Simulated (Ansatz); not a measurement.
Polymorphs and borrowed structures of BBi

BBi was placed in 7 structures, borrowed from other compounds or built from prototypes, and relaxed with PBEsol and then r2SCAN+rVV10 in the PAW code Ansatz, symmetry kept. Energies are static, from a final single point; gaps are the least over its mesh and special points. Computed values alone, no measurements; non-magnetic cells, some hypothetical.

```
      start   ends in  volume (Å³/atom)  energy, r2SCAN+rVV10 (meV/atom)  gap, r2SCAN+rVV10 (eV)     shaken (PBEsol)
   wurtzite    P6_3mc             20.40                               10                    0.22  returns (16 atoms)
 h-MgO type  P6_3/mmc             20.64                              452                   metal       falls 281 meV
 zincblende     F-43m             20.45                                0                    0.48  returns (16 atoms)
  NiAs type  P6_3/mmc             18.46                              531                   metal        falls 86 meV
4H polytype    P6_3mc             20.42                                3                    0.39  returns (16 atoms)
  CsCl type     Pm-3m             18.89                              930                   metal       falls 690 meV
   rocksalt     Fm-3m             17.92                              453                   metal  returns (16 atoms)
```
Energies count from the lowest cell; the last column tells what a randomly displaced small cell does when relaxed without symmetry, which tests only the distortions that fit it.

The two lowest cells, from zincblende and 4H polytype, differ by 3 meV an atom, too little for a functional to decide. Other structures, not tried here, could lie lower.

The falls are PBEsol's, in meV an atom on the shaken cell's own mesh; a cell that falls isn't a minimum, and its place in the table may change once it distorts.

The cells in order of energy (the first three):
- zincblende: F-43m, 20.45 Å³ an atom. B is surrounded by 4 Bi at 2.37 Å; Bi is surrounded by 4 B at 2.37 Å.
- 4H polytype: P6_3mc, 20.42 Å³ an atom. Around B lie 4 Bi at 2.36–2.37 Å; around B lie 4 Bi at 2.36–2.39 Å; around Bi lie 4 B at 2.36 Å; around Bi lie 4 B at 2.37–2.39 Å.
- wurtzite: P6_3mc, 20.40 Å³ an atom. Around B lie 4 Bi at 2.36–2.38 Å; around Bi lie 4 B at 2.36–2.38 Å.

The lowest symmetric cell:
```yaml
crystal:
  lattice:
    - [0.00000, 2.73450, 2.73450]
    - [2.73450, 0.00000, 2.73450]
    - [2.73450, 2.73450, 0.00000]
  atoms:
    - { symbol: B, position: [0.00000, 0.00000, 0.00000] }
    - { symbol: Bi, position: [0.25000, 0.25000, 0.25000] }
```

Spin-orbit coupling is left out; in compounds of Pb, Bi, Tl or Hg it can lower a gap by up to about 1 eV, split its edges or invert the bands.
